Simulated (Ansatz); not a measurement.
Method: Ansatz, DFT PBE, scalar-relativistic, plane waves, PAW. Settings: cutoff 420 eV, Γ-centred meshes spaced at most about 0.3 Å⁻¹ (2π included), Gaussian smearing. No spin polarisation in the final relaxations.

The zero of energy is the elements' standard structures at the same level (N₂ as a molecule); no fitted shifts are applied.

A relaxed structure of Al2BAs3 has 20.13 Å³/atom, −0.152 eV/atom against the elements, a gap of 0.84 eV on its mesh:

```cif
data_structure
_symmetry_space_group_name_H-M 'P 1'
_symmetry_Int_Tables_number 1
_cell_length_a 8.7922
_cell_length_b 8.7922
_cell_length_c 8.7922
_cell_angle_alpha 155.049
_cell_angle_beta 155.049
_cell_angle_gamma 35.577
_cell_volume 120.81
loop_
_atom_site_label
_atom_site_type_symbol
_atom_site_fract_x
_atom_site_fract_y
_atom_site_fract_z
_atom_site_occupancy
Al1 Al 0.65983 0.65983 0.00000 1
Al2 Al 0.34017 0.34017 0.00000 1
B1 B 0.00000 0.00000 0.00000 1
As1 As 0.56813 0.06813 0.50000 1
As2 As 0.25000 0.75000 0.50000 1
As3 As 0.93187 0.43187 0.50000 1
```

**Question.** Predict cell, energy and gap of Al2BN3 with the same space group and Wyckoff sites.

**Answer.** Al2BN3 has a = 2.908 Å, c = 12.762 Å: 9.00 Å³/atom, −1.016 eV/atom against the elements, a gap of 2.99 eV on its mesh. The volume per atom changes by -55.3 % and the formation energy by -0.864 eV/atom (from unrounded values). The gap widens by 2.15 eV. Covalent radii: As 1.19 Å, N 0.71 Å; electronegativities 2.18 and 3.04. The cell follows the size of the atom. Around Al lie 4 N at 1.86–1.87 Å; B is surrounded by 4 N at 1.69 Å; around N on a site of symmetry 2mm lie 2 B at 1.69 Å and 2 Al at 1.87 Å; N on a site of symmetry -4m2 is surrounded by 4 Al at 1.86 Å.

```cif
data_structure
_symmetry_space_group_name_H-M 'I-4m2'
_symmetry_Int_Tables_number 119
_cell_length_a 2.9083
_cell_length_b 2.9083
_cell_length_c 12.7618
_cell_angle_alpha 90.000
_cell_angle_beta 90.000
_cell_angle_gamma 90.000
_cell_volume 107.94
loop_
_atom_site_label
_atom_site_type_symbol
_atom_site_symmetry_multiplicity
_atom_site_Wyckoff_symbol
_atom_site_fract_x
_atom_site_fract_y
_atom_site_fract_z
_atom_site_occupancy
Al1 Al 4 e 0.50000 0.50000 0.15880 1
B1 B 2 a 0.00000 0.00000 0.00000 1
N1 N 4 f 0.50000 0.00000 0.43296 1
N2 N 2 c 0.00000 0.50000 0.25000 1
```

The two cells were relaxed from separate starts that ended on the same group and sites; neither need be the stable form of its compound. Kohn–Sham gaps at this level usually fall short of measured ones. The reference form of As is held partly by dispersion forces, which this level lacks. Cells relaxed within their symmetry can be saddle points.
